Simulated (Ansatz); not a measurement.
# How far is PAW off for MgB2?

```
CELL_PARAMETERS angstrom
3.08500 0.00000 0.00000
-1.54250 2.67169 0.00000
0.00000 0.00000 3.55823
ATOMIC_POSITIONS crystal
Mg 0.00000 0.00000 0.00000
B 0.33333 0.66667 0.50000
B 0.66667 0.33333 0.50000
```

Atoms are numbered in the order listed.

The cell comes from COD entry 1000026, which wasn't checked; take it as a given geometry. The listed cell was then made from it by scaling, straining or moving an atom.

Methods: DFT, LDA, PAW with Ansatz's default frozen-core files, scalar-relativistic (Ansatz 0.2.0); DFT, LDA, all-electron PAW with datasets made for the crystal, scalar-relativistic (Ansatz 0.2.0); DFT, LDA, all-electron LAPW, scalar-relativistic (Ansatz 0.2.0).

For PAW: a Γ-centred 15×15×12 k mesh, Fermi–Dirac smearing of 0.05 eV, cutoff 420 eV, no spin polarisation; the PAW files were made with PBE, and the program remakes their frozen cores for this functional. The crystal-made all-electron datasets (AE datasets) take a cutoff of 320 eV at this cell. LAPW targets a basis error of 0.5 meV/atom. The Ansatz runs share mesh, smearing and spin set-up. Plane-wave (PAW) pressures include the program's estimate of the Pulay term.

Stress and pressure are positive in compression.

In a metal, gradients converge slowly with the k mesh: the values move by tens of per cent from one mesh to another, at times in sign, so only the comparison on one mesh counts.

```json
{"quantity": "pressure (GPa)", "PAW": "-8.55", "AE datasets": "-8.55", "LAPW": "-8.55"}
{"quantity": "stress xx (GPa)", "PAW": "-8.72", "AE datasets": "-8.74", "LAPW": "-8.74"}
{"quantity": "stress zz (GPa)", "PAW": "-8.21", "AE datasets": "-8.18", "LAPW": "-8.18"}
{"quantity": "largest principal field gradient Vzz at B2 (10²¹ V/m²)", "PAW": "1.74", "AE datasets": "1.76", "LAPW": "–"}
```

PAW's pressure differs from the LAPW value by about 0.01 GPa or less.
